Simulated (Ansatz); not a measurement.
BaNbHO$_{2}$:
```
CELL_PARAMETERS angstrom
      4.15359     0.00000     0.00000
      0.00000     4.15359     0.00000
      0.00000     0.00000     3.98044
ATOMIC_POSITIONS crystal
  Ba 0.50000 0.50000 0.50000
  Nb 0.00000 0.00000 0.00000
  O  0.50000 0.00000 0.00000
  O  0.00000 0.50000 0.00000
  H  0.00000 0.00000 0.50000
```

Relaxed with PBE. Special points in fractions of this cell's reciprocal vectors: Γ (0.000, 0.000, 0.000); X (0.000, 0.500, 0.000); M (0.500, 0.500, 0.000); Z (0.000, 0.000, 0.500); R (0.000, 0.500, 0.500); A (0.500, 0.500, 0.500).

Task: List the band energies nearest the Fermi level at these points for plane-wave PAW PBE (Ansatz code).

Result: In eV from the Fermi level; about four levels below and three above (degenerate sets whole), none deeper than 8.9 eV; points with the same levels are listed once.

| k | below | above |
|---|---|---|
| Γ | -4.05 -4.05 -0.89 -0.58 -0.58 | 1.71 1.79 2.91 |
| X | -5.25 -5.25 -5.22 -4.76 -0.32 | 0.82 1.47 1.65 |
| M | -6.70 -5.95 -5.95 -3.70 | 1.69 1.69 2.28 |
| Z | -3.28 -0.91 -0.91 -0.57 | 0.29 2.89 3.82 |
| R | -4.64 -4.33 -3.64 -1.79 | 0.15 0.98 1.51 |
| A | -5.14 -5.14 -5.11 -3.63 | 0.53 1.19 1.19 |

Space group P4/mmm. The start of the workflow was typed in or built on a structure type; neither database checked (COD, Materials Project) lists it. Whether it is the stable phase at ambient conditions was not checked. Symmetry was held in the PBE relaxation; its stability against distortions is not shown here. The workflow began spin-polarised and lost its moments. The cell computed holds one magnetic atom, so no antiferromagnetic order was within reach. Scalar-relativistic: spin–orbit coupling is off unless named, which matters more the heavier the elements.

Potentials: the earlier of the program's two PAW sets.
